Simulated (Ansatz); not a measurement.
LaNbHO₂ in space group P4/mmm (No. 123; La on 1d, Nb on 1a, O on 2f, H on 1b) at seven volumes, DFT-PBE in the program Ansatz with PAW potentials, shape and atoms relaxed at each. One row is withheld.

| V (Å³/atom) | P (GPa) |
|---|---|
| 11.576 | 17.02 |
| 11.957 | 10.38 |
| 12.339 | 4.77 |
| 12.721 | 0.00 |
| 13.102 | -4.05 |
| 13.484 | -7.47 |
| 13.865 | ? |

Task: Fit the shown pressures and predict the withheld one.

Result: Third-order Birch–Murnaghan: P = (3/2)B₀(x^(7/2) − x^(5/2))[1 + (3/4)(B′ − 4)(x − 1)] with x = (V₀/V)^(2/3). Least squares on the six rows gives V₀ = 12.721 Å³/atom, B₀ = 146.1 GPa, B′ = 4.48. At V = 13.865, x = 0.9442 and P = -10.38 GPa. The run itself gave -10.33 GPa.

The start of the workflow was typed in or built on a structure type; neither database checked (COD, Materials Project) lists it. Whether it is the stable phase at ambient conditions was not checked. Symmetry was held in the PBE relaxation; whether a distortion lowers the energy is not shown. The workflow began spin-polarised and lost its moments. The cell computed holds one magnetic atom, so no antiferromagnetic order was within reach. Spin–orbit coupling is left out wherever it is not named.

Potentials: the earlier of the program's two PAW sets.
